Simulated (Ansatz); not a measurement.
A geometry of VBiO4 away from equilibrium: step 10 of the relaxation of a generated trial cell of VBiO4 in the AFLOW prototype AB4C_tI12_82_c_g_a (H0_7, as in BPO4). All values below come from PBEsol (plane waves to 420 eV, PAW, scalar-relativistic; Ansatz, a quantum-chemistry and plane-wave program). Γ-centred k-mesh 7×7×7 on the run's cell (coarser than for final values), Fermi–Dirac smearing 0.05 eV.

```xyz
6
Lattice="-2.5308 2.5308 3.9272 2.5308 -2.5308 3.9272 2.5308 2.5308 -3.9272" Properties=species:S:1:pos:R:3:forces:R:3 pbc="T T T" free_energy=-17370.687 pressure_GPa=5.4
V      0.0000     2.5308     1.9636    0.0000    0.0000    0.0000
O      1.0995     1.6145     1.0355    0.0120   -0.0082   -0.0029
O      1.4314     0.9163     4.9628   -0.0120    0.0082   -0.0029
O      3.4471     1.0995    -1.0355    0.0082    0.0120    0.0029
O     -0.9163     1.4314     2.8917   -0.0082   -0.0120    0.0029
Bi     0.0000     0.0000     0.0000    0.0000    0.0000    0.0000
```

Positions in Å, forces in eV/Å, free energy of the cell in eV (comparable only within this code, potentials and settings). Largest force: 0.01 eV/Å, on O2, O3, O4, O5 (atoms numbered as listed); the geometry lies 0.12 eV/atom above the end of its relaxation.

Spin-polarised start, with parallel moments on V.

No spin polarisation in the result: the starting moments vanished. No Hubbard U is applied.

The run could not lose the symmetry of its start: the end is stationary, and may be a saddle point rather than a minimum.

The end of the path is a generated cell of VBiO4: the first start was made by placing the elements on the sites of a structure type, and the end was not matched to a known phase here, so it may be hypothetical. Known forms of VBiO4 include space group No. 88.
